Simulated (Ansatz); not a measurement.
Given:

SiO2:
```cif
data_O4Si2
_chemical_formula_sum 'Si2 O4'
_space_group_name_H-M_alt 'P 1'
_space_group_IT_number 1
_cell_length_a 4.19451
_cell_length_b 4.19451
_cell_length_c 2.67822
_cell_angle_alpha 90.000
_cell_angle_beta 90.000
_cell_angle_gamma 90.000
loop_
_space_group_symop_operation_xyz
  'x, y, z'
loop_
_atom_site_label
_atom_site_type_symbol
_atom_site_fract_x
_atom_site_fract_y
_atom_site_fract_z
_atom_site_occupancy
Si1 Si 0.50000 0.50000 0.50000 1
Si2 Si 0.00000 0.00000 0.00000 1
O1 O 0.69395 0.69395 0.00000 1
O2 O 0.30605 0.30605 0.00000 1
O3 O 0.80605 0.19395 0.50000 1
O4 O 0.19395 0.80605 0.50000 1
```

This is the PBEsol-relaxed structure.

### Question
All from the program Ansatz at the PBEsol level (PAW), unless another level is named. Predict the HSE06 gap on the PBEsol cell.

### Answer
7.51 eV.

### Question
What about the electron effective mass?

### Answer
0.37, 0.47, 0.47 mₑ (principal values).

### Question
And the valence-band maximum?

### Answer
at Γ.

Space group P4_2/mnm (rutile). This is a known high-pressure phase of the composition, computed here at zero pressure and temperature. The PBEsol relaxation kept the symmetry of its start; whether a distortion lowers the energy is not shown.

Potentials: the earlier of the program's two PAW sets. The files were generated under PBE; for other functionals the program regenerates the frozen cores, and for LDA and PBEsol the local potential too.
